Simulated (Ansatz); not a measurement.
Here is the system:

BaZn2P2:
```
BaZn2P2
1.0
   -1.98086     1.98086     6.49547
    1.98086    -1.98086     6.49547
    1.98086     1.98086    -6.49547
Ba P Zn
1 2 2
Direct
  0.00000   0.00000   0.00000
  0.36151   0.36151   0.00000
  0.63849   0.63849   0.00000
  0.75000   0.25000   0.50000
  0.25000   0.75000   0.50000
```

This is the PBEsol-relaxed structure.

### Question
All from DFT-PBEsol in the program Ansatz with PAW potentials, unless another level is named. Give the electronic character.

### Answer
metallic (no gap).

### Question
Predict the density of states at the Fermi level.

### Answer
0.04 states/eV per atom (mean over ±0.08 eV).

### Question
Next, the formation energy from the elements (no fitted shifts)?

### Answer
-0.70 eV/atom.

Space group I4/mmm. The workflow started from an entry of the Crystallography Open Database (COD). Whether it is the stable phase at ambient conditions was not checked. The cell was relaxed with PBEsol under the symmetry of its start; its stability against distortions is not shown here. A small band overlap can be real or an error of a semilocal functional. The references are the lowest solids computed at this level, not always the standard phases. Spin–orbit coupling is left out wherever it is not named.

Potentials: the later of the program's two PAW sets.
